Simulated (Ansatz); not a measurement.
# Pb$_{4}$Se$_{3}$S, first-principles data

Pb4Se3S:
```xyz
8
Lattice="4.2403 0.0000 0.0000 0.0000 4.2403 0.0000 0.0000 0.0000 11.9847" Properties=species:S:1:pos:R:3 pbc="T T T"
Pb     0.0000     0.0000     3.0558
Pb     0.0000     0.0000     8.9289
Pb     2.1201     2.1201     0.0000
Pb     2.1201     2.1201     5.9924
Se     2.1201     2.1201     3.0079
Se     2.1201     2.1201     8.9768
Se     0.0000     0.0000     0.0000
S      0.0000     0.0000     5.9924
```

Space group P4/mmm (No. 123); conventional cell a = 4.240 Å, b = 4.240 Å, c = 11.985 Å, α = 90.00°, β = 90.00°, γ = 90.00°.

Method: plane-wave PAW LDA (Ansatz code). Structure relaxed to zero pressure with the same functional. Other levels are named where they apply.

Cell and energy:

| Item | Result |
|---|---|
| Volume per atom | 26.94 Å³ |
| Density | 8.46 g/cm³ |
| Formation energy from the elements (no fitted shifts) | -0.52 eV/atom |

Electronic structure:

| Property | Result |
|---|---|
| Electronic character | no gap, with almost no states at the Fermi level (zero-gap or semimetallic) |
| Density of states at the Fermi level | 0.00 states/eV per atom (mean over ±0.08 eV) |

Mechanics:

| Item | Value |
|---|---|
| Bulk modulus (Birch–Murnaghan fit) | 59.4 GPa |
| Pressure derivative B′ | 4.4 |
| Elastic constants (relaxed ions, GPa) | C11 = 101, C12 = 64.7, C13 = 13.1, C33 = 153, C44 = 18.1, C66 = 70.0 |
| Mechanical stability | stable (all eigenvalues of C positive) |
| Hill bulk and shear moduli | 59.7 and 32.3 GPa |
| Young's modulus | 82.1 GPa |
| Poisson's ratio | 0.27 |
| Debye temperature from the elastic constants | 216 K |

Phonons:

| Quantity | Result |
|---|---|
| Highest zone-centre frequency | 180 cm⁻¹ |
| Zone-centre stability | no imaginary mode at Γ |

The workflow started from a Materials Project entry (that database holds measured and hypothetical structures alike); the Crystallography Open Database copy checked does not list it. With Se and S taken as one species the cell has the higher symmetry Fm-3m, so it may be an ordered model of a mixed-site phase. Whether it is the stable phase at ambient conditions was not checked. Symmetry was held in the LDA relaxation. As this level gives no gap, shear constants depend on the k-mesh and smearing (Fermi–Dirac, 0.1 eV here). As this level gives no gap, phonon frequencies hold no LO–TO term and depend on the k-mesh and smearing (Fermi–Dirac, 0.1 eV here). The references are the lowest solids computed at this level, not always the standard phases. Spin–orbit coupling is left out wherever it is not named.

Potentials: the later of the program's two PAW sets.
